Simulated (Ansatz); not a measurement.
A frame of Ta$_{6}$Ti$_{7}$N$_{13}$ from dynamics at 4000 K, with the forces (eV/Å) computed on a k mesh in the last three columns. All numbers below come from DFT PBE, scalar-relativistic, plane waves, PAW in Ansatz 0.2.0.

Cutoff 420 eV; k points 4×4×4 on the computed 26-atom cell (Γ-centred); Fermi–Dirac smearing, width 0.34 eV; no spin polarisation.

```xyz
26
Lattice="6.311 0.033 -0.128 0.033 6.629 -0.206 -0.128 -0.206 6.822" Properties=species:S:1:pos:R:3:forces:R:3 pbc="T T T"
Ti    5.882    0.459    2.784    0.560   -5.770   -4.570
Ti    5.388    2.721    1.339   -0.800   -0.550   -0.080
Ti    3.797    2.440    5.436   -1.740    1.670   -0.590
Ti   -0.066    2.062    4.088   -0.680    2.490   -0.930
Ti    0.745   -0.083    5.186    2.470    1.080   -0.490
Ti    1.397    2.864    5.978   -1.260   -1.120   -0.020
Ti    2.255    4.079    4.024   -1.490    1.680   -1.220
N     5.454    2.522    5.535    5.310    3.070    3.540
N     3.899    3.045    3.106    1.440    1.160    3.010
N     2.783    0.998    5.531   -5.140   -3.300   -1.430
N     2.788    4.222    6.038    2.190   -4.560   -0.930
N     1.319    2.305    2.852    0.470   -0.610    0.390
N     5.918    0.811    0.626    0.030   -0.410   -0.060
N     3.379    1.962    1.107    2.550    1.630   -0.880
N     1.338    5.662    3.006    0.860    1.100    0.670
N     0.700    4.620    5.320   -0.510   -0.350   -3.160
N     2.137    5.945    0.563   -0.190    2.770    0.600
N     1.013    3.557    0.898   -1.700   -0.650    0.570
N     4.930    0.329    4.500    0.430   -1.710   -0.570
N     4.613    5.387    1.540    1.550    0.890   -0.190
Ta    3.057    4.226    1.619   -1.790   -1.350   -2.370
Ta    3.690    5.883    6.009    0.010    4.060    3.640
Ta    0.228    5.261    0.201   -2.230    1.750    7.710
Ta    5.164    4.763    4.381   -0.200   -2.790   -4.790
Ta    1.544    1.355    1.082    1.560   -0.510    0.730
Ta    3.149    0.273    3.253   -1.710    0.330    1.450
```

Static pressure 22.0 GPa (no kinetic part), no gap on the mesh.

Counting as bonded all pairs within 1.2 times the summed covalent radii, but none from a metal cation to another cation:

```
atom → neighbour mean count mean length (Å) spread (Å)
          N → Ta        2.85             2.33        0.30
          N → Ti        2.69             2.21        0.26
          Ta → N        6.17             2.33        0.30
          Ti → N        5.00             2.21        0.26
```

Angles between all pairs of such bonds at an atom (mean ± spread): 103 ± 30° at N, 100 ± 31° at Ta, 104 ± 29° at Ti.

Spin-orbit coupling is left out, which matters for the bands of heavy elements. Spin polarisation was left out, and a magnetic state may lie lower.

Cost: 1 run of about 5.5 core-minutes, on Arm Neoverse V1 (shared hosts).